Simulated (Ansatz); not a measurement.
input.yaml (Ansatz)

```yaml
crystal:
  lattice:
    - [0.0, 1.9905770915, 1.9905770915]
    - [1.9905770915, 0.0, 1.9905770915]
    - [1.9905770915, 1.9905770915, 0.0]
  atoms:
    - { symbol: Re, position: [0.0, 0.0, 0.0] }
hamiltonian:
  xc: pbesol
  pseudopotentials:
    kind: paw
    azcp:
      Re: "pseudopotentials/Re.paw.azcp"
basis:
  ecutwfc: 420
  fft_grid_basis: typed
kpoints:
  mp_grid: { grid: [16, 16, 16], shift: [0, 0, 0] }
magnetization:
  spin_polarized: false
scf:
  occupations: { method: fermi_dirac, width: 0.1 }
  lower_state_search: "off"
output:
  stress: true
  write_density: true
  write_potential: true
  elf: true
  volumetric_format: npy
```

and its output:

```
Warning: the record states the generating functional pbe (its physics header spells it `PBE`), which answers neither for hamiltonian.xc's functional nor for the pbesol family's — results may be inconsistent (PPs are generated against a specific XC)
Engine: ansatz 0.2.0, x86_64-unknown-linux-gnu
Pseudopotentials: kind: paw
Pseudopotential: Re, paw, valence charge 15, recommended cutoff 420 eV (normal) 
Functional definition: PBEsol
  exchange = pbesol_x
  correlation = pbesol_c
Crystal: 1 atoms, lattice volume = 15.775 Å³
Basis set: ecut = 420 eV, 331 PW (Γ)
Bands: 12, of which v1, the nominal top of the filled ones, is band 8 counted from 1 (7 counted from 0)
Symmetry: 48 space group operations
Space group: Fm-3m (ITA 225), of the structure as read, at distance tolerance 2.5e-5 Å
k-points: 145 of 4096
Non-local potential: Re, projectors of the file, l = 0: 3, l = 1: 2, l = 2: 2, l = 3: 1
PAW form: soft (Blöchl's): semilocal exchange-correlation on the pseudo side does not see the compensation charge
PAW frozen core: Re, regenerated for the run's functional, and the local potential with it (the file was generated under x = pbe(κ = 0.804, μ = 0.2195149727645171), c = pbe(β = 0.06672455060314922))
PAW one-centre angular grid: Re, 590 points (default); XC on 64 Gauss nodes
Initial density: superposition of atomic densities (neutral atoms: chi_scale 0, normalization atom), corrected by the library's trained network
Initial wavefunctions: pseudopotential atomic-orbital guess
Functional: x = pbesol(κ = 0.804, μ = 0.12345679012345678), c = pbesol(β = 0.046)
SCF iter   1: F=—  HF=-10737.098623 eV  |F-HF|=—  |Δ(HF+E_count)|=         —  Δρ=5.89e-3  dr2=1.21e-3  ethr=1.77e-3  ⟨swp⟩=5.0  Hψ=9031  notcnv=0
SCF iter   2: F=—  HF=-10737.099095 eV  |F-HF|=—  |Δ(HF+E_count)|=   4.73e-4  Δρ=2.96e-3  dr2=2.94e-4  ethr=8.06e-6  ⟨swp⟩=1.6  Hψ=3190  notcnv=0
SCF iter   3: F=—  HF=-10737.099254 eV  |F-HF|=—  |Δ(HF+E_count)|=   1.59e-4  Δρ=1.73e-4  dr2=1.61e-6  ethr=1.96e-6  ⟨swp⟩=1.0  Hψ=1735  notcnv=0
SCF iter   4: F=—  HF=-10737.099253 eV  |F-HF|=—  |Δ(HF+E_count)|=   7.05e-7  Δρ=5.62e-5  dr2=1.65e-7  ethr=1.08e-8  ⟨swp⟩=2.5  Hψ=2876  notcnv=0
iter 5 did not close the SCF: its close was put off for the readings that it lacked (scf_convergence_deferred on its scf_iter line)
SCF iter   5: F=-10737.099253 eV  HF=-10737.099253 eV  |F-HF|=2.47e-9  |Δ(HF+E_count)|=   4.60e-8  Δρ=6.52e-6  dr2=3.22e-9  ethr=1.10e-9  ⟨swp⟩=2.9  Hψ=2550  notcnv=0
SCF iter   6: F=-10737.099253 eV  HF=-10737.099253 eV  |F-HF|=7.28e-12  |Δ(HF+E_count)|=   1.54e-9  Δρ=1.16e-6  dr2=3.95e-11  ethr=2.15e-11  ⟨swp⟩=4.1  Hψ=8024  notcnv=0
SCF 1 converged in 6 iterations: F = -10737.099253 eV  dr2 = 3.95e-11
SCF converged after 6 iterations
Free energy (F): -10737.099253 eV
Harris-Foulkes:  -10737.099253 eV  (|F-HF|=7.28e-12)
Internal energy: -10737.071999 eV  (E = F + TS)
E sigma→0 (E₀):  -10737.085626 eV
Entropy (-TS):   -0.027255 eV (-27.255 meV/atom)
Fermi energy:    22.188312 eV
--- Per-component energies (eV) ---
  E_band       = -100.740840
  E_kinetic    = 537.213150
  E_local      = -817.237121  (includes V_loc(G=0)·N_el)
  E_nonlocal   = 51.015447
  E_hartree    = 287.828781
  E_xc         = -399.812948
  E_vxc        = -302.204990  (∫ρ·V_xc dr)
  E_paw        = -8530.699319  (= ΣΔE_a)
  E_vpaw       = -145.184813  (= ΣTr[D̂ρ^β])
  E_aug_tail   = -0.000075  (compensation charges beyond the density's cutoff)
  E_ewald      = -1865.613176
  E_core_change = 0.233262  (= ΣΔE_core)
  E_smearing   = -0.027255  (= −TS)
  E_closure    = 0.000000  (closes the sum)
  Σ components = -10737.099253   (vs F -10737.099253, Δ=0.00e0)
--- Stress (GPa, compression-positive) ---
      -25.294301       0.000000       0.000000
        0.000000     -25.294301      -0.000000
        0.000000      -0.000000     -25.294301
  P = ⅓ Tr σ = -25.2943 GPa (-252.943 kbar)
--- Band table (eV; the first three rows and the last of 145) ---
  k-point 0: bands = ["-57.8762", "-19.2353", "-19.2353", "-19.2353", "12.5105", "20.4561", "20.4561", "20.4561", "23.3394", "23.3394", "35.2118", "40.3943"]
  k-point 1: bands = ["-57.8730", "-19.2739", "-19.2403", "-19.2403", "12.6805", "20.3421", "20.5337", "20.5337", "23.2777", "23.2777", "35.5342", "39.6410"]
  k-point 2: bands = ["-57.8638", "-19.3834", "-19.2548", "-19.2548", "13.1678", "20.0590", "20.7269", "20.7269", "23.1541", "23.1541", "36.3763", "38.2779"]
  k-point 144: bands = ["-57.7625", "-19.8705", "-19.8705", "-19.6002", "17.6225", "19.2045", "19.2045", "22.3579", "26.3347", "31.3887", "32.1322", "32.1322"]
```
